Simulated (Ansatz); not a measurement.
**WI2O2: what changed settings do**

The reference input for Ansatz (plane-wave DFT with PAW):

```yaml
crystal:
  lattice:
    - [-1.8742, 1.95245, 8.31415]
    - [1.8742, -1.95245, 8.31415]
    - [1.8742, 1.95245, -8.31415]
  atoms:
    - { symbol: W, position: [0.0, 0.0, 0.0] }
    - { symbol: I, position: [0.16072, 0.16072, 0.0] }
    - { symbol: I, position: [0.83928, 0.83928, 0.0] }
    - { symbol: O, position: [0.5, 0.0, 0.5] }
    - { symbol: O, position: [0.0, 0.5, 0.5] }
basis:
  ecutwfc: 420
kpoints:
  mp_grid: { grid: [6, 6, 6] }
hamiltonian:
  xc: pbe
scf:
  occupations: { method: gaussian, width: 0.1 }
output:
  forces: true
  stress: true
  eigenvalues: true
```

Command:

```bash
ansatz run input.yaml --threads 1 --pin off --max-ram 1331MiB --backend cpu --events-out ev --progress --plain --runs-dir out
```

The run converges in 9 SCF iterations on 46 irreducible k-points: pressure 1.93 GPa, largest force 0.399 eV/Å, no gap.

Settings here are deliberately varied, not converged. Each trial's input is given as a difference from the reference's; energies are extrapolated to zero smearing where there is one, and pressure is positive in compression.

Trial 1:

```diff
-basis:
-  ecutwfc: 420
+basis: {}
 kpoints:
-  mp_grid: { grid: [6, 6, 6] }
+  mp_grid: { grid: [2, 2, 2], shift: [0, 0, 0.5] }
 hamiltonian:
-  xc: pbe
+  xc: pbesol
 scf:
-  occupations: { method: gaussian, width: 0.1 }
+  occupations: { method: cold, width: 0.085 }
+  lower_state_search: "off"
+  mixing: { algorithm: broyden, preconditioner: none }
+  max_iter: 79
```

The run converges in 10 SCF iterations on 3 irreducible k-points: pressure -2.18 GPa, largest force 0.550 eV/Å, gap on the sampled k-points 1.41 eV (the reference is a metal, so it comes from the sampling or the changed settings). It warns that the mesh lowers the symmetry.